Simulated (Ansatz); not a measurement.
The elements of this relaxed trial crystal are hidden behind letters.

```
lattice vectors (Å)
   3.1126    0.0000    0.0000
   0.0000    4.4111    0.0000
   0.0000    0.0000    9.3400
fractional positions
X 0.0000 0.0000 0.0000
Z 0.0000 0.0000 0.6620
Z 0.5000 0.5000 0.8273
Z 0.5000 0.5000 0.1727
Z 0.0000 0.0000 0.3380
Z 0.5000 0.5000 0.5000
Q 0.0000 0.5000 0.6639
Q 0.5000 0.0000 0.8223
Q 0.0000 0.5000 0.0000
Q 0.5000 0.0000 0.1777
Q 0.0000 0.5000 0.3361
Q 0.5000 0.0000 0.5000
```

The calculation used DFT PBE, scalar-relativistic, plane waves, PAW in Ansatz. The final run on the 12-atom cell used 420 eV, a Γ-centred 12×8×4 mesh, 0.10 eV smearing and no spin polarisation.

- Space group: Pmmm (No. 47)
- Conventional cell: a = 3.113 Å, b = 4.411 Å, c = 9.340 Å
- Volume per atom: 10.69 Å³
- Density: 5.21 g/cm³
- Formation energy: −0.79 eV/atom
- Gap on the 12×8×4 mesh of the 12-atom cell: 0 eV (a metal)

Energies are uncorrected and count from the elements' standard states at the same level.

Problem. X is a d-block element of period 5, Z is a d-block element of period 4 and Q is a p-block element of period 2. Which elements are they?

Solution. X = Zr, Z = Ti, Q = C, so the formula is ZrTi5C6. Density times volume gives a mean mass of 5.21 × 10.69/1.6605 = 33.5 u per atom, and this set has 33.6 u. Zr is surrounded by 6 C at 2.21–2.28 Å, 2 Zr at 3.11 Å and 10 Ti at 3.14–3.16 Å; around Ti on a site of symmetry mm2 lie 6 C at 2.16–2.21 Å, 11 Ti at 3.03–3.11 Å and 1 Zr at 3.16 Å; C on a site of symmetry mm2 is surrounded by 6 Ti at 2.18–2.21 Å; 5 more sites not described. Other sets within the hints have nearly the same mass, so mass alone doesn't settle it; this one was computed.

Symmetry constrained the relaxation, so the result can be a saddle point.
